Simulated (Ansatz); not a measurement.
ZrB$_{2}$:
```
CELL_PARAMETERS angstrom
     -1.71169     1.71169     3.13909
      1.71169    -1.71169     3.13909
      1.71169     1.71169    -3.13909
ATOMIC_POSITIONS crystal
  Zr 0.00000 0.00000 0.00000
  B  0.37579 0.37579 0.00000
  B  0.62421 0.62421 0.00000
```

This is the PBEsol-relaxed structure.

Task: All from PBEsol in the plane-wave PAW code Ansatz, unless another level is named. Give the highest zone-centre frequency.

Result: 1095 cm⁻¹.

Task: And the bulk modulus (Birch–Murnaghan fit)?

Result: 150 GPa.

Space group I4/mmm (MoSi2 or CaC2 type). The cell is a constructed one: a structure type filled with these elements; neither database checked (COD, Materials Project) lists it. It is not the phase usual at ambient conditions (space group No. 191). The PBEsol relaxation kept the symmetry of its start; its stability against distortions is not shown here. No spin polarisation was allowed. As this level gives no gap, phonon frequencies hold no LO–TO term and depend on the k-mesh and smearing (Fermi–Dirac, 0.1 eV here).

Potentials: the later of the program's two PAW sets.
